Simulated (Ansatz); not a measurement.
Harmonic vibrational thermodynamics of AlRu (CsCl type, Pm-3m) at fixed volume, plane-wave PAW PBEsol (Ansatz code). The rows extrapolate the 0 K crystal and know nothing of melting or changes of phase.

```
T (K)  F_vib (meV/atom)  S (J/K per mol of atoms)  C_V (J/K per mol of atoms)
-----  ----------------  ------------------------  --------------------------
50                 44.1                       1.2                         3.6
100                42.2                       6.1                        11.2
200          (withheld)                (withheld)                        19.3
300                 8.1                      25.3                        22.1
400          (withheld)                      31.9                  (withheld)
600          (withheld)                (withheld)                        24.2
800              -192.0                      48.5                        24.5
1000             -298.5                      54.0                        24.7
```

Problem. Complete the blanks.

Solution. 
- 600, F_vib (meV/atom): -98.4
- 600, S (J/K per mol of atoms): 41.5
- 400, C_V (J/K per mol of atoms): 23.3
- 400, F_vib (meV/atom): -21.7
- 200, S (J/K per mol of atoms): 16.9
- 200, F_vib (meV/atom): 30.2

The PBEsol relaxation kept the symmetry of its start; phonons on a q-mesh show no instability. The run is not spin-polarised.

Potentials: the later of the program's two PAW sets.
